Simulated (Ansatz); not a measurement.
LaB$_{6}$:
Space group Pm-3m (No. 221); a = b = c = 4.152 Å, α = β = γ = 90.00°

```tsv
atom	site	symmetry	x	y	z
La	1a	m-3m	0.0000	0.0000	0.0000
B	6f	4m.m	0.2000	0.5000	0.5000
```

Relaxed with r²SCAN.

Q: Tabulate the valence density and the electron localisation function along the shortest B–B contact (1.66 Å), DFT-r²SCAN in the program Ansatz with PAW potentials.

A: 

```tsv
distance from B (Å)	density (e/Å³)	ELF
0.17	0.50	0.01
0.25	0.67	0.10
0.33	0.83	0.30
0.42	0.95	0.59
0.50	1.02	0.80
0.58	1.04	0.89
0.66	1.04	0.93
0.75	1.04	0.95
0.83	1.03	0.95
0.91	1.04	0.95
1.00	1.04	0.93
1.08	1.04	0.89
1.16	1.02	0.80
1.25	0.95	0.59
1.33	0.83	0.30
1.41	0.67	0.10
1.49	0.50	0.01
```

The density is the valence pseudo-density with augmentation charge, so density and ELF within about 1 Å of a nucleus are not all-electron values.

The cell was relaxed with r²SCAN under the symmetry of its start; of distortions, only those at the zone centre were tested. Scalar-relativistic: spin–orbit coupling is off unless named, which matters more the heavier the elements.

Potentials: the earlier of the program's two PAW sets.
